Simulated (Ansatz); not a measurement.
CsNaTiO₃ in space group Cmcm (No. 63; Pearson symbol oS24), LDA (plane waves, PAW; program Ansatz). The conduction-band minimum lies at Γ, with 1 equivalent valley. Second derivatives d²E/dk² of the lowest band at one valley (eV·Å²), along Cartesian directions:

```
direction  d²E/dk²
---------  -------
[100]        5.858
[010]        2.476
[001]        8.144
[110]        4.169
[101]        7.003
[011]        5.311
```

### Question
Find the principal effective masses, the density-of-states mass and the conductivity mass.

### Answer
Off-diagonal terms follow from H_xy = H[110] − (H_xx + H_yy)/2, and m*/mₑ = 7.620 eV·Å² over each eigenvalue: 0.94, 1.3, 3.1. One valley's DOS mass (m₁m₂m₃)^(1/3) = 1.6, conductivity mass 3/(Σ 1/mᵢ) = 1.4 mₑ.

### Question
What effective density of states Nc follows at 300 K for parabolic valleys?

### Answer
Nc = 2.509e19 × 1 × (1.6)^(3/2) ≈ 5.1e19 cm⁻³.

### Question
With the computed static dielectric constant 10.8 (mean of the diagonal), estimate a hydrogenic donor's binding energy and radius.

### Answer
E = 13.606 eV × 1.4/10.8² ≈ 160 meV; a = 0.529 Å × ε/m* ≈ 4.1 Å. Semilocal masses tend to be too small where the gap is.

The first step of the workflow began from a Materials Project structure, measured or hypothetical; the Crystallography Open Database copy checked does not list it. Its standing as an ambient phase is unchecked. The LDA relaxation kept the symmetry of its start; of distortions, only those at the zone centre were tested. No spin polarisation was allowed. Scalar-relativistic: spin–orbit coupling is off unless named, which matters more the heavier the elements.

Potentials: the later of the program's two PAW sets.
